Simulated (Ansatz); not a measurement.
K:
Space group Im-3m (No. 229); a = 5.2815 Å, b = 5.2815 Å, c = 5.2815 Å, α = 90.00°, β = 90.00°, γ = 90.00°

```csv
atom,site,symmetry,x,y,z
K,2a,m-3m,0.0000,0.0000,0.0000
```
(The calculation used a cell of 1 atom; values per cell refer to that cell.)

Relaxed with PBE in the plane-wave PAW code Ansatz. Indices refer to the conventional cell of Im-3m, a = 5.2815 Å, b = 5.2815 Å, c = 5.2815 Å, α = 90.00°, β = 90.00°, γ = 90.00°.

Task: Simulate the powder diffraction pattern (Cu Kα, λ = 1.54184 Å; lines above 1 %) up to 2θ = 90°.

Result: Simulated powder pattern, Cu Kα, λ = 1.54184 Å (kinematic, ideal powder, no thermal factors, no anomalous dispersion; the 30 strongest lines at most, above 1 %, up to 2θ = 90°):

```tsv
2θ (°)	d (Å)	I/Imax (%)	hkl
23.83	3.735	100	(110)
33.95	2.641	19	(200)
41.90	2.156	39	(211)
48.77	1.867	12	(220)
54.98	1.670	16	(310)
60.75	1.525	3.7	(222)
66.21	1.412	17	(321)
71.45	1.320	1.6	(400)
76.53	1.245	7.9	(411)+(330)
81.50	1.181	4.4	(420)
86.42	1.126	3.9	(332)
```

The PBE relaxation kept the symmetry of its start.

Potentials: the later of the program's two PAW sets.
